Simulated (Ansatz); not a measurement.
MoP (CsCl type, Pm-3m) under volume change, PBE in the plane-wave PAW code Ansatz, scaled uniformly.

```tsv
V (Å³/atom)	E − E(relaxed) (meV/atom)	P (GPa)
12.319	95.2	27.29
12.725	[?]	[?]
13.131	9.4	7.63
13.537	0.0	0.00
13.943	[?]	[?]
14.350	32.0	-11.94
14.756	68.3	-16.57
```

Question: Some entries are withheld; supply them.

Answer: 
- 13.943, E − E(relaxed) (meV/atom): 8.4
- 13.943, P (GPa): -6.47
- 12.725, E − E(relaxed) (meV/atom): 39.9
- 12.725, P (GPa): 16.65

Question: What does a third-order Birch–Murnaghan fit give for V₀, B₀ and B′?

Answer: V₀ = 13.54 Å³/atom, B₀ = 234 GPa, B′ = 4.5.

A made-up cell: these elements were put on the sites of a structure type; neither database checked (COD, Materials Project) lists it. COD files the formula under space group No. 187, so this cell is another polymorph or a model. Its standing as an ambient phase is unchecked. The PBE relaxation kept the symmetry of its start; its stability against distortions is not shown here. The run is not spin-polarised.

Potentials: the later of the program's two PAW sets.
